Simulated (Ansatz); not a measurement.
BP:
```
BP
1.0
    0.00000     2.27417     2.27417
    2.27417     0.00000     2.27417
    2.27417     2.27417     0.00000
B P
1 1
Cartesian
  1.13708   1.13708   1.13708
  2.27417   2.27417   2.27417
```

x, y and z are the axes in which the lattice vectors are written.

### Question
Give the high-frequency dielectric tensor and the Born effective charge tensors of the independent atoms from DFPT, the program Ansatz at the PBE level (PAW).

### Answer

ε∞:
```
9.16  0.00  0.00
0.00  9.16  0.00
0.00  0.00  9.16
```
Z* of atom 1 (B), rows: field, columns: displacement, in e:
```
-0.49   0.00   0.00
 0.00  -0.49   0.00
 0.00   0.00  -0.49
```
Z* of atom 2 (P), rows: field, columns: displacement, in e:
```
0.49  0.00  0.00
0.00  0.49  0.00
0.00  0.00  0.49
```

Static charges for comparison (Bader): B1 +0.46, P2 -0.46 e. Born charges measure polarisation by displacement and can exceed these by far.

Space group F-43m (zinc blende). Symmetry was held in the PBE relaxation; phonons on a q-mesh show no instability. The volume moved by 18 % from the start of the relaxation.

Potentials: the later of the program's two PAW sets.
